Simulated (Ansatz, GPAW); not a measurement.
This is a calculation of Ga3Sb for GPAW 26.7.0 (ASE script). The cell comes from a database or a generator and needn't be the stable form of this composition.

Contents of run.py:

```python
from ase import Atoms
from ase.dft.bandgap import bandgap
from ase.io import write
from ase.units import GPa
from gpaw import GPAW, PW, setup_paths

setup_paths.insert(0, '.')

atoms = Atoms(['Sb', 'Ga', 'Ga', 'Ga'],
              cell=[[-2.158799, 2.158799, 4.760484],
                    [2.158799, -2.158799, 4.760484],
                    [2.158799, 2.158799, -4.760484]],
              scaled_positions=[[0.0, 0.0, 0.0],
                                [0.5, 0.5, 0.0],
                                [0.25, 0.75, 0.5],
                                [0.75, 0.25, 0.5]],
              pbc=True)

calc = GPAW(mode=PW(600),
            xc='PBEsol',
            kpts={'size': (9, 9, 9), 'gamma': True},
            occupations={'name': 'fermi-dirac', 'width': 0.05},
            nbands=23,
            convergence={'density': 1e-05, 'energy': 1e-05},
            maxiter=150,
            txt='gpaw.txt')
atoms.calc = calc
energy = atoms.get_potential_energy()
forces = atoms.get_forces()
stress = atoms.get_stress()
calc.write('gs.gpw')
write('result.traj', atoms)
print(f'Energy: {energy:.6f} eV')
print('Forces (eV/A):')
print(forces.round(4))
print('Stress (GPa):', (stress / GPa).round(3))
print('Fermi level:', round(calc.get_fermi_level(), 4), 'eV')
print(f'Gap: {bandgap(calc)[0]:.4f} eV, direct: {bandgap(calc, direct=True)[0]:.4f} eV')
```

Potentials or basis: PAW data sets generated in the run's folder for this functional, pw.

Command:

```bash
$ gpaw-setup -f PBEsol Ga Sb
$ OMP_NUM_THREADS=1 python run.py
```

Set up the same calculation for Ansatz 0.2.0. Potentials or basis there: all-electron LAPW, scalar-relativistic.

As run (cutoffs and basis follow the program's own potentials, and thresholds, step limits or extra output files can differ):

Contents of input.yaml:

```yaml
crystal:
  lattice:
    - [-2.158799, 2.158799, 4.760484]
    - [2.158799, -2.158799, 4.760484]
    - [2.158799, 2.158799, -4.760484]
  atoms:
    - { symbol: Sb, position: [0.0, 0.0, 0.0] }
    - { symbol: Ga, position: [0.5, 0.5, 0.0] }
    - { symbol: Ga, position: [0.25, 0.75, 0.5] }
    - { symbol: Ga, position: [0.75, 0.25, 0.5] }
kpoints:
  mp_grid: { grid: [9, 9, 9] }
scf:
  occupations: { method: fermi_dirac, width: 0.05 }
hamiltonian:
  xc: pbesol
  pseudopotentials: { kind: all_electron, lapw: { basis_error: 0.001 } }
output:
  forces: true
  stress: true
  eigenvalues: true
  populations: true
```

Potentials or basis: all-electron LAPW, scalar-relativistic.

Run with:

```bash
$ ansatz run input.yaml --threads 2 --pin off --max-ram 8192MiB --backend cpu --events-out ev --progress --plain --runs-dir out
```

Both were run:

|  | GPAW | Ansatz |
| --- | --- | --- |
| Pressure | -3.8 GPa | -3.5 GPa |

Where Ansatz's input types no cutoff or centring, it takes its own default and a Γ-centred mesh.

Pressure is positive in compression.
